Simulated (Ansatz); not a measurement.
Polymorphs of Ga, each relaxed with DFT-r²SCAN in the program Ansatz with PAW potentials:

A: P2_1/m, a = 2.733 Å, b = 3.347 Å, c = 4.196 Å, α = γ = 90.00°, β = 108.86°

B: α-Ga (Cmce), a = 4.4739 Å, b = 7.5971 Å, c = 4.5262 Å, α = β = γ = 90.00°

C: body-centred tetragonal (I4/mmm), a = 2.8057 Å, b = 2.8057 Å, c = 4.5456 Å, α = 90.00°, β = 90.00°, γ = 90.00°

D: Cmcm, a = 7.6226 Å, b = 4.6162 Å, c = 4.5567 Å, α = β = γ = 90.00°

E: diamond (Fd-3m), a = b = c = 5.7783 Å, α = β = γ = 90.00°

Problem. Rank these by energy per atom at 0 K (lowest first), as r²SCAN gives it.

Solution. B (+0 meV/atom), D (+13 meV/atom), A (+79 meV/atom), C (+135 meV/atom), E (+315 meV/atom)

Typed or built starts, not in the databases checked: E. Not the usual ambient phase: A; C; D; E. Unstable at this level: E. All cells were relaxed under the symmetry of their starts (and spin orders); stability against distortions was not tested throughout. Scalar-relativistic: spin–orbit coupling is off unless named, which matters more the heavier the elements.

Energies hold the estimated change up to a 700 eV cutoff; steps of a few meV lie near the error of the meshes.

Potentials: the earlier of the program's two PAW sets.
